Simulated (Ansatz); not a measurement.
Input:

Ag2S:
Space group Cmcm (No. 63); a = 4.6439 Å, b = 6.7638 Å, c = 6.9760 Å, α = β = γ = 90.00°

```json
[
 {"atom": "Ag", "site": "4c", "symmetry": "m2m", "x": "0.0000", "y": "0.1232", "z": "0.2500"},
 {"atom": "Ag", "site": "4b", "symmetry": "2/m..", "x": "0.0000", "y": "0.5000", "z": "0.0000"},
 {"atom": "S", "site": "4c", "symmetry": "m2m", "x": "0.0000", "y": "0.7392", "z": "0.2500"}
]
```
(The calculation used a cell of 6 atoms; values per cell refer to that cell.)

This is the LDA-relaxed structure.

Question: All from LDA in the plane-wave PAW code Ansatz, unless another level is named. Predict the zero-point energy.

Answer: 24.5 meV/atom.

Question: Give the Debye temperature from the elastic constants.

Answer: 148 K.

Question: And the highest zone-centre frequency (without LO–TO term)?

Answer: 37.0 meV.

Question: Next, the vibrational entropy at 300 K?

Answer: 47.1 J/(K·mol of atoms).

The first step of the workflow began from a Materials Project structure, measured or hypothetical; the Crystallography Open Database copy checked does not list it. COD files the formula under space group No. 4, 14, so this cell is another polymorph or a model. Its standing as an ambient phase is unchecked. Symmetry was held in the LDA relaxation; phonons on a q-mesh show no instability. The run is not spin-polarised.

Potentials: the later of the program's two PAW sets.
